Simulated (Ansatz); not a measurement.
InP (zinc blende)

```
InP
1.0
    0.00000     2.97977     2.97977
    2.97977     0.00000     2.97977
    2.97977     2.97977     0.00000
P In
1 1
Direct
  0.75000   0.75000   0.75000
  0.00000   0.00000   0.00000
```

The slice is a {111} plane (indices of the conventional cell) through the point (0.750, 0.750, 0.750) (fractional), spanned by u = [100] and v = [-1 2 0] in vectors of this cell: u (4.21 Å) and v (7.30 Å, at 90° to u). It covers one period; positions are fractions (u, v).

Method: PBE (plane waves to 420 eV, PAW, scalar-relativistic; Ansatz, an electronic-structure program). k mesh 10×10×10. These are valence fields of a PAW run, semicore shells included where kept as valence: close to a nucleus they are smooth pseudo fields. InP was relaxed with its symmetry unable to fall.

Question: Predict the map of the density of the lowest conduction band (whole band as if filled, smooth part) on the slice.

Answer: 
```
|::**@@**::..........::**@@**|
|**####==::..........::==####|
|------::..............::----|
|............................|
|............................|
|------::..............::----|
|====--::..............::--==|
|====--::....::--::....::--==|
|====--....--++##++--....--==|
|==--::....==%%@@%%==....::--|
|--::....--**++--++**--....::|
|::....::++%%--  --%%++::....|
|......::**@@**::**@@**::....|
|......::==####**####==::....|
|........::----------::......|
|............................|
|............................|
|........::----------::......|
|........::--======--::......|
|--::....::--======--::....::|
|##++--....--======--....--++|
|@@%%==....::--==--::....==%%|
|--++**--....::--::....--**++|
|  --%%++::....::....::++%%--|
```
Scale: ten equal steps from 0.000 (start of ' ') to 0.159 (end of '@'), in the order ' .:-=+*#%@'. Values: density of the lowest conduction band (whole band as if filled, smooth part) in e/Å³. The map has 14 points along u (two characters each, u = 0 at the left) and 24 along v (v = 0 in the bottom row).
